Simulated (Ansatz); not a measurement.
This run works on a generated trial structure, not on a known crystal.

Input and command of a plane-wave DFT calculation in Ansatz:

```yaml
crystal:
  lattice:
    - [4.9636157563, 0.0, 0.0]
    - [0.0, 4.9636157563, 0.0]
    - [0.0, 0.0, 7.9174211772]
  atoms:
    - { symbol: Mg, position: [0.2490968812, 0.7490968812, 0.3292141036] }
    - { symbol: Mg, position: [0.7509031188, 0.2509031188, 0.3292141036] }
    - { symbol: Mg, position: [0.2509031188, 0.2490968812, 0.6707858964] }
    - { symbol: Mg, position: [0.7490968812, 0.7509031188, 0.6707858964] }
    - { symbol: Zn, position: [0.8151611682, 0.6848388318, 0.034821264] }
    - { symbol: Zn, position: [0.1848388318, 0.3151611682, 0.034821264] }
    - { symbol: Zn, position: [0.6848388318, 0.1848388318, 0.965178736] }
    - { symbol: Zn, position: [0.3151611682, 0.8151611682, 0.965178736] }
    - { symbol: S, position: [0.2513526639, 0.2486473361, 0.3405695349] }
    - { symbol: S, position: [0.7486473361, 0.7513526639, 0.3405695349] }
    - { symbol: S, position: [0.2486473361, 0.7486473361, 0.6594304651] }
    - { symbol: S, position: [0.7513526639, 0.2513526639, 0.6594304651] }
basis:
  ecutwfc: 420
kpoints:
  mp_grid: { grid: [6, 6, 4] }
hamiltonian:
  xc: pbe
scf:
  occupations: { method: gaussian, width: 0.1 }
output:
  forces: true
  stress: true
  eigenvalues: true
relax:
  adjacent_minimum: "off"
  f_tol: 0.01
  max_steps: 30
  cell: { stress_tol: 0.1, fix: [volume] }
```

```bash
ansatz run input.yaml --threads 1 --pin off --max-ram 2560MiB --backend cpu --events-out ev --progress --plain --runs-dir out
```

Processor: Intel(R) Xeon(R) 6975P-C (Granite Rapids), 1 thread, on a host shared with other jobs.

Q: Estimate time, memory and problem size.

A: About 100 s, peak memory 0.65 GiB. It solves 68 bands at 30 k points (after reduction by symmetry) with about 3839 plane waves, in 37 SCF iterations over 6 ionic steps.
